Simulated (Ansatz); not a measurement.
Given:

Re7B3:
Space group P6₃mc (No. 186); a = b = 7.5013 Å, c = 4.8873 Å, α = β = 90.00°, γ = 120.00°

```json
[
 {"atom": "Re", "site": "2b", "symmetry": "3m.", "x": "0.3333", "y": "0.6667", "z": "0.0858"},
 {"atom": "Re", "site": "6c", "symmetry": ".m.", "x": "0.1227", "y": "0.2455", "z": "0.2523"},
 {"atom": "Re", "site": "6c", "symmetry": ".m.", "x": "0.5457", "y": "0.0914", "z": "0.0491"},
 {"atom": "B", "site": "6c", "symmetry": ".m.", "x": "0.3794", "y": "0.1897", "z": "0.3406"}
]
```

This is the r²SCAN-relaxed structure.

Question: All from r²SCAN (plane waves, PAW; program Ansatz), unless another level is named. Predict the electronic character.

Answer: metallic (no gap).

Question: Next, the formation energy from the elements (no fitted shifts)?

Answer: -0.24 eV/atom.

Question: Predict the density of states at the Fermi level.

Answer: 0.48 states/eV per atom (mean over ±0.08 eV).

Question: Give the gap with spin–orbit coupling.

Answer: none (metallic).

Space group P6_3mc. The workflow started from a Materials Project entry (that database holds measured and hypothetical structures alike); the Crystallography Open Database copy checked does not list it. Its standing as an ambient phase is unchecked. The r²SCAN relaxation kept the symmetry of its start; its stability against distortions is not shown here. No spin polarisation was allowed. The references are the lowest solids computed at this level, not always the standard phases. Scalar-relativistic: spin–orbit coupling is off unless named, which matters more the heavier the elements.

Potentials: the later of the program's two PAW sets.
